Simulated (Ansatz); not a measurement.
LiC6 in space group P6/mmm (No. 191; Li on 1a, C on 6k) at seven volumes, the program Ansatz at the PBEsol level (PAW), shape and atoms relaxed at each. One row is withheld.

```tsv
V (Å³/atom)	P (GPa)
7.644	?
7.896	4.59
8.148	2.16
8.400	0.00
8.652	-1.79
8.904	-3.27
9.156	-4.44
```

### Question
Fit the shown pressures and predict the withheld one.

### Answer
P = (3/2)B₀(x^(7/2) − x^(5/2))[1 + (3/4)(B′ − 4)(x − 1)] with x = (V₀/V)^(2/3). Least squares on the six rows gives V₀ = 8.400 Å³/atom, B₀ = 64.1 GPa, B′ = 4.92. At V = 7.644, x = 1.0649 and P = 7.63 GPa. The run itself gave 7.49 GPa.

The workflow started from a Materials Project entry (that database holds measured and hypothetical structures alike); the Crystallography Open Database copy checked does not list it. Whether it is the stable phase at ambient conditions was not checked. Symmetry was held in the PBEsol relaxation; of distortions, only those at the zone centre were tested.

Potentials: the later of the program's two PAW sets.
